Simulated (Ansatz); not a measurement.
According to PBEsol (plane waves, PAW; program Ansatz), CoPtW in the trigonal phase (P3m1; Co on 1a, Pt on 1b, W on 1c) relaxes to a = 2.715 Å, c = 6.471 Å. Co has 12 nearest neighbours from 2.56 Å (cuboctahedral); Pt has 12 nearest neighbours from 2.66 Å (cuboctahedral); W has 12 nearest neighbours from 2.56 Å (cuboctahedral). Its formation energy from the elements is 0.065 eV/atom, with no fitted shifts.

Electronic character: metallic (no gap). The magnetic state found is ferromagnetic. The net moment is 0.24 μB per atom.

The start of the workflow was typed in or built on a structure type; neither database checked (COD, Materials Project) lists it. Its standing as an ambient phase is unchecked. The cell was relaxed with PBEsol under the symmetry of its start; its stability against distortions is not shown here. Magnetic state: ferromagnetic, the only order run, not a proven ground state. Axis ratios of metals converge slowly with the k-mesh, so a and c are less sure than the volume. The references are the lowest solids computed at this level, not always the standard phases. Scalar-relativistic: spin–orbit coupling is off unless named, which matters more the heavier the elements.

Potentials: the earlier of the program's two PAW sets. The files were generated under PBE; for other functionals the program regenerates the frozen cores, and for LDA and PBEsol the local potential too.
